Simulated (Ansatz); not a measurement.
# Hf2N: clamped-ion strain scan

Computed with Ansatz, DFT PBEsol, scalar-relativistic, plane waves, PAW. Cutoff 420 eV, Γ-centred 10×10×14 k-points, Gaussian smearing of 0.15 eV. Spin–orbit coupling is left out, which can shift energies with elements as heavy as these. No spin polarisation. Energies are free energies at this smearing, counted from the undisturbed cell; pressure is positive in compression.

The starting cell (relaxed at this level; it needn't be the usual structure):

```yaml
crystal:
  lattice:
    - [5.29554, 0.00000, 0.00000]
    - [0.00000, 5.29554, 0.00000]
    - [0.00000, 0.00000, 3.22745]
  atoms:
    - { symbol: Hf, position: [0.29546, 0.29546, 0.00000] }
    - { symbol: Hf, position: [0.70454, 0.70454, 0.00000] }
    - { symbol: Hf, position: [0.79546, 0.20454, 0.50000] }
    - { symbol: Hf, position: [0.20454, 0.79546, 0.50000] }
    - { symbol: N, position: [0.00000, 0.00000, 0.00000] }
    - { symbol: N, position: [0.50000, 0.50000, 0.50000] }
```

The cell is strained by ε times the Voigt pattern (0, 1, 0, 0, 0, 0) (xx, yy, zz, yz, xz, xy; engineering shear) with fractional coordinates fixed. The cell is metallic on the mesh throughout.

```tsv
ε	ΔE (meV/atom)	stress summed along the pattern (GPa, tension positive)	pressure (GPa)
-0.1500	?	?	45.6
-0.0750	103.8	-31.17	18.8
0.0000	0.0	0.00	0.0
0.0375	21.1	11.48	-6.8
0.1125	162.5	27.08	-16.3
0.1500	267.1	31.96	-19.5
```

(1) Give the withheld values.

Results:

(1) ΔE (meV/atom) at ε = -0.1500: 461.2; stress summed along the pattern (GPa, tension positive) at ε = -0.1500: -70.85.